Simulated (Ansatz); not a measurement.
A geometry of In away from equilibrium: the start of the relaxation of a relaxed In cell, doubled along one cell vector, shaken by Gaussian noise of σ = 0.08 Å a coordinate. Level of theory: r2SCAN (plane waves to 500 eV, PAW, scalar-relativistic; Ansatz, a first-principles code). Γ-centred k-mesh 9×5×9 on the run's cell (coarser than for final values), Fermi–Dirac smearing 0.05 eV.

```xyz
4
Lattice="0.0000 3.3063 3.3063 6.6126 0.0000 6.6126 3.3063 3.3063 0.0000" Properties=species:S:1:pos:R:3:forces:R:3 pbc="T T T" free_energy=-22446.262 pressure_GPa=0.5
In     1.6283     1.6163     1.5370    0.4304    0.5805    0.3271
In     5.1002     1.6492     5.0582   -0.5794   -0.2666    0.2779
In     0.1470    -0.0185     0.0249   -0.3673   -0.6408   -0.2995
In     3.1531     0.0307     3.3675    0.5163    0.3268   -0.3056
```

Positions in Å, forces in eV/Å, free energy of the cell in eV (comparable only within this code, potentials and settings). Largest force: 0.80 eV/Å, on In1, In3 (atoms numbered as listed); the geometry lies 0.32 eV/atom above the end of its relaxation.

No spin polarisation in the result.

The end of the path is a generated cell of In: the first start was made by placing the elements on the sites of a structure type, and the end was not matched to a known phase here, so it may be hypothetical. Known forms of In include space group No. 139.
